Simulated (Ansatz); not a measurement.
Relaxed-ion elastic tensor of HfO2 in space group Pca2_1 (No. 29; Hf on 4a, O on 4a, O on 4a) in GPa (Voigt order), the program Ansatz at the PBEsol level (PAW); density 10.57 g/cm³, 11.02 Å³ per atom.

```
 396   155   119   0.0   0.0   0.0
 155   400   132   0.0   0.0   0.0
 119   132   390   0.0   0.0   0.0
 0.0   0.0   0.0  91.7   0.0   0.0
 0.0   0.0   0.0   0.0  93.1   0.0
 0.0   0.0   0.0   0.0   0.0   135
```

Task: Is the crystal mechanically stable?

Result: Yes: the smallest eigenvalue of C is 91.7 GPa.

Task: Work out the Voigt, Reuss and Hill averages.

Result: K_V = 222, K_R = 221, K_H = 222; G_V = 116, G_R = 112, G_H = 114 GPa.

Task: Give Young's modulus, Poisson's ratio, Pugh's ratio and the universal anisotropy index.

Result: E = 9KG/(3K + G) = 292 GPa; ν = 0.28; K/G = 1.94 (ductile by the Pugh limit of 1.75); A_U = 5G_V/G_R + K_V/K_R − 6 = 0.16.

Task: Estimate the sound speeds and the Debye temperature.

Result: v_l = √((K + 4G/3)/ρ) = 5950 m/s, v_t = √(G/ρ) = 3280 m/s, mean 3660 m/s; Θ = (h/k)(3n/4πV)^(1/3) v_m = 490 K.

Task: Solve the Christoffel equation for the three sound speeds along x, y, z.

Result: Eigenvalues of C_ijkl n_j n_l equal ρv² (piezoelectric stiffening left out). In km/s, slowest first: x 2.97, 3.57, 6.12; y 2.94, 3.57, 6.15; z 2.94, 2.97, 6.07.

Task: How much does each axis shrink under pressure?

Result: Linear compressibilities β_i = Σ_j S_ij (j = 1 to 3): x 1.5, y 1.4, z 1.6 per TPa.

Symmetry was held in the PBEsol relaxation. No spin polarisation was allowed. Spin–orbit coupling is left out wherever it is not named.

Potentials: the later of the program's two PAW sets.
